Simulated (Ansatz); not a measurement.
Theory: Ansatz 0.2.0, DFT PBE, scalar-relativistic, plane waves, PAW. Settings: cutoff 420 eV, Γ-centred meshes spaced at most about 0.3 Å⁻¹, and about 0.25 Å⁻¹ or finer for metals (2π included), Gaussian smearing. No spin polarisation in the final relaxations.

Temperature and zero-point effects are left out. All come from trial cells, and lower structures may exist.

Question: Order these relaxed structures of Ta4W by energy, lowest first, with the energy over the lowest of them.
A. Space group R-3m (No. 166), trigonal, a = 4.646 Å, c = 14.264 Å. Ta on its first site has 3 W at 2.83 Å, 5 Ta at 2.88–2.92 Å and 6 Ta at 3.25–3.27 Å; Ta on its second site has 1 W at 2.79 Å, 7 Ta at 2.81–2.88 Å, 3 Ta at 3.27 Å and 3 W at 3.32 Å; W has 8 Ta at 2.79–2.83 Å and 6 Ta at 3.32 Å.
B. Space group I4/m (No. 87), tetragonal, a = 6.183 Å, c = 4.748 Å. Ta is surrounded by 1 W at 2.69 Å, 3 Ta at 2.80–2.82 Å, 6 Ta at 3.00–3.09 Å and 2 W at 3.10 Å; W is surrounded by 4 Ta at 2.69 Å and 8 Ta at 3.10 Å.

Answer: A (0 meV/atom), B (214 meV/atom). Forms: A Ta and W ordered on bcc sites, R-3m; B I4/m. Counting all near atoms (those within 1.25 times the shortest distance at each site; a plus sign parts nearer from farther groups): A has Ta 8+6, W 8+6; B has Ta 12, W 4+8.

These runs have no spin–orbit coupling, which can matter for Ta and W. Cells relaxed within their symmetry can be saddle points. Some types were kept out of the candidates beforehand, so the set may lack a known form.
